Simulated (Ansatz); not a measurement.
MgTlF₃:
```cif
data_F3MgTl
_chemical_formula_sum 'Mg1 Tl1 F3'
_space_group_name_H-M_alt 'P 1'
_space_group_IT_number 1
_cell_length_a 4.08023
_cell_length_b 4.08023
_cell_length_c 4.08023
_cell_angle_alpha 90.000
_cell_angle_beta 90.000
_cell_angle_gamma 90.000
loop_
_space_group_symop_operation_xyz
  'x, y, z'
loop_
_atom_site_label
_atom_site_type_symbol
_atom_site_fract_x
_atom_site_fract_y
_atom_site_fract_z
_atom_site_occupancy
Mg1 Mg 0.00000 0.00000 0.00000 1
Tl1 Tl 0.50000 0.50000 0.50000 1
F1 F 0.50000 0.00000 0.00000 1
F2 F 0.00000 0.50000 0.00000 1
F3 F 0.00000 0.00000 0.50000 1
```

Relaxed with r²SCAN. Independent-particle spectrum: no excitons, no local fields, no scissors shift; 0.1 eV broadening; ε₁ of the summed bands alone.

**Question.** Tabulate the dielectric function from r²SCAN (plane waves, PAW; program Ansatz).

**Answer.** 

```csv
E (eV),ε₁ xx,ε₂ xx
0.0,3.06,0.00
0.3,3.07,0.00
0.6,3.07,0.00
0.9,3.09,0.00
1.2,3.11,0.00
1.5,3.14,0.00
1.8,3.17,0.00
2.1,3.22,0.00
2.4,3.27,0.00
2.7,3.34,0.00
3.0,3.42,0.00
3.3,3.53,0.00
3.6,3.66,0.00
3.9,3.84,0.00
4.2,4.10,0.00
4.5,4.54,0.00
4.8,5.37,0.74
5.1,5.14,1.53
5.4,4.98,1.98
5.7,4.95,2.45
6.0,4.90,3.54
6.3,3.46,4.04
6.6,2.00,3.55
6.9,2.38,2.44
7.2,3.16,2.68
7.5,2.17,3.12
7.8,2.40,2.41
8.1,3.55,2.50
8.4,5.13,6.88
8.7,-1.72,5.11
9.0,-1.06,2.57
9.3,-0.49,2.01
9.6,-0.21,1.37
9.9,0.35,1.16
10.2,0.62,1.16
10.5,0.81,1.20
10.8,0.89,1.29
11.1,0.96,1.42
11.4,0.51,1.33
11.7,0.96,1.32
12.0,-0.04,0.75
```

**Question.** From ε at 5.7 eV (xx: 4.95 + 2.45i), find n, k, the normal reflectivity and the absorption coefficient.

**Answer.** n = 2.29, k = 0.535, R = 18 %, α = 2kE/ħc = 310000 cm⁻¹.

With all bands, ε∞ without local fields is 3.29.

Space group Pm-3m (cubic perovskite). The workflow started from a Materials Project entry (that database holds measured and hypothetical structures alike); the Crystallography Open Database copy checked does not list it. Whether it is the stable phase at ambient conditions was not checked. The cell was relaxed with r²SCAN under the symmetry of its start; whether a distortion lowers the energy is not shown. Scalar-relativistic: spin–orbit coupling is off unless named, which matters more the heavier the elements.

Potentials: the later of the program's two PAW sets.
